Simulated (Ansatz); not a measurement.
Level of theory: DFT PBE, scalar-relativistic, plane waves, PAW (Ansatz). All cells share a 420 eV cutoff and Γ-centred k meshes spaced at most about 0.3 Å⁻¹ (about 0.25 or finer for metals, 2π included). No spin polarisation in the final relaxations.

Each of these unrelaxed guesses is relaxed in cell and atoms within its symmetry. A guess keeps its type if space group and coordination stay and the shape of the cell changes little (axis ratios within about 15 %, angles within 6°); the volume may change.

1. Al3N2

```
CELL_PARAMETERS angstrom
-1.55797 1.55797 6.98878
1.55797 -1.55797 6.98878
1.55797 1.55797 -6.98878
ATOMIC_POSITIONS crystal
Al 0.00000 0.00000 0.00000
Al 0.39924 0.39924 0.00000
Al 0.60076 0.60076 0.00000
N 0.19977 0.19977 0.00000
N 0.80023 0.80023 0.00000
```

2. ScAs2

```
CELL_PARAMETERS angstrom
-2.59156 2.59156 2.77350
2.59156 -2.59156 2.77350
2.59156 2.59156 -2.77350
ATOMIC_POSITIONS crystal
Sc 0.00000 0.00000 0.00000
As 0.01506 0.51506 0.50000
As 0.48494 0.98494 0.50000
```

3. LaTaTl3

```
CELL_PARAMETERS angstrom
5.43797 0.00000 0.00000
0.00000 5.43797 0.00000
0.00000 0.00000 5.43797
ATOMIC_POSITIONS crystal
La 0.50000 0.50000 0.50000
Ta 0.00000 0.00000 0.00000
Tl 0.50000 0.00000 0.00000
Tl 0.00000 0.50000 0.00000
Tl 0.00000 0.00000 0.50000
```

Question: Which guesses survive the relaxation?

Answer: Guesses 2 and 3 keep their type.

```tsv
guess	kept	start group	end group	V start (Å³/atom)	V end	b/a and c/a, end over start	nearest neighbours start	nearest neighbours end
1	no	I4/mmm	I4/mmm	13.6	10.8	1.00, 1.08	Al 10, N 10	Al 2/5, N 5
2	yes	I-4m2	I-4m2	24.8	24.8	1.00, 0.92	As 4, Sc 4	As 4, Sc 4
3	yes	Pm-3m	Pm-3m	32.2	31.7	1.00, 1.00	La 12, Ta 6, Tl 2	La 12, Ta 6, Tl 2
```

Neighbours count within 15 % of an atom's shortest distance; end groups are read at 0.02 Å (0.05 Å in metals).

These runs have no spin–orbit coupling, which can matter for Ta and Tl. In Al3N2 I4/mmm an odd number of electrons in the primitive cell allows no gap without spin; a larger cell or a magnetic state could open one. Cells relaxed within their symmetry can be saddle points.

In counts of neighbours, a slash parts the counts of unlike sites.
